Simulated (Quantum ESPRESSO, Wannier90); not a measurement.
## Si (P6₃/mmc, model phase), plane waves to Wannier functions

```
begin unit_cell_cart
ang
    3.8313198051    0.0000000000    0.0000000000
   -1.9156599026    3.3180202813    0.0000000000
    0.0000000000    0.0000000000    6.3326200000
end unit_cell_cart
begin atoms_frac
Si   0.3333333333 -0.3333333333  0.0630100000
Si  -0.3333333333  0.3333333333 -0.0630100000
Si  -0.3333333333  0.3333333333 -0.4369900000
Si   0.3333333333 -0.3333333333  0.4369900000
end atoms_frac
```

Materials Project entry mp-165; symmetrised, unrelaxed at this level. This isn't the element's usual structure (diamond); take it as a model of another phase. Method: PBEsol plane waves in Quantum ESPRESSO 7.5 (PseudoDojo norm-conserving files, 29 Ry, no spin polarisation, no spin-orbit coupling), Bloch states on a 12×12×6 mesh through Γ, Wannier90 4.0.1. Density: 12×12×6 mesh, Gaussian smearing 0.01 Ry.

A tight-binding model is made by disentanglement and projection with no localisation steps (num_iter = 0), so the 16 orbitals stay atom-like: hydrogen-like Si: s;p, axes along x, y, z; frozen window up to 1.81 eV relative to the valence-band maximum. It follows pw.x to 5.8 meV rms for states up to 1.3 eV relative to the valence-band maximum. Matrix elements depend on this choice of orbitals and windows.

The 45 largest hoppings ⟨m,0|H|n,R⟩ between different sites (one of each Hermitian pair; signs follow the real orbitals' lobes; the list may end inside a set of equal values):

```
m            n       R  distance of the centres (Å)  t (eV)
------  ------  ------  ---------------------------  ------
Si4 pz  Si1 pz   0 0 0                         2.82   2.579
Si3 pz  Si2 pz   0 0 0                         2.82   2.579
Si4 s   Si1 pz   0 0 0                         2.60  -2.412
Si4 pz   Si1 s   0 0 0                         2.60   2.412
Si3 s   Si2 pz   0 0 0                         2.60   2.412
Si3 pz   Si2 s   0 0 0                         2.60  -2.412
Si1 s   Si2 py   1 0 0                         2.55   2.322
Si4 s   Si3 py   1 0 1                         2.55   2.322
Si4 py   Si3 s   1 0 1                         2.55  -2.322
Si1 py   Si2 s   1 0 0                         2.55  -2.322
Si1 py  Si2 py   1 0 0                         2.74   2.162
Si4 py  Si3 py   1 0 1                         2.74   2.162
Si3 px   Si4 s  0 1 -1                         2.47  -2.011
Si2 s   Si1 px   0 1 0                         2.47   2.011
Si1 s   Si2 px  1 -1 0                         2.47   2.011
Si4 px   Si3 s  1 -1 1                         2.47  -2.011
Si3 s   Si4 px  0 1 -1                         2.47   2.011
Si2 px   Si1 s   0 1 0                         2.47  -2.011
Si4 s   Si3 px  1 -1 1                         2.47   2.011
Si1 px   Si2 s  1 -1 0                         2.47  -2.011
Si4 s    Si3 s   1 0 1                         2.35  -1.821
Si1 s    Si2 s   1 0 0                         2.35  -1.821
Si3 s    Si4 s  0 1 -1                         2.35  -1.821
Si2 s    Si1 s   0 1 0                         2.35  -1.821
Si1 s    Si2 s  1 -1 0                         2.35  -1.821
Si4 s    Si3 s  1 -1 1                         2.35  -1.821
Si3 s    Si2 s   0 0 0                         2.38  -1.794
Si4 s    Si1 s   0 0 0                         2.38  -1.794
Si1 px  Si2 py  1 -1 0                         2.43  -1.475
Si4 py  Si3 px  1 -1 1                         2.43  -1.475
Si3 py  Si4 px  0 1 -1                         2.43   1.475
Si2 px  Si1 py   0 1 0                         2.43   1.475
Si1 py  Si2 px  1 -1 0                         2.43  -1.475
Si4 px  Si3 py  1 -1 1                         2.43  -1.475
Si3 px  Si4 py  0 1 -1                         2.43   1.475
Si2 py  Si1 px   0 1 0                         2.43   1.475
Si3 py  Si2 py   0 0 0                         2.16  -1.448
Si3 px  Si2 px   0 0 0                         2.16  -1.448
Si4 py  Si1 py   0 0 0                         2.16  -1.448
Si4 px  Si1 px   0 0 0                         2.16  -1.448
Si1 px  Si2 px  1 -1 0                         2.60   1.310
Si4 px  Si3 px  1 -1 1                         2.60   1.310
Si2 px  Si1 px   0 1 0                         2.60   1.310
Si3 px  Si4 px  0 1 -1                         2.60   1.310
Si1 px  Si2 px   1 0 0                         2.13  -1.245
```
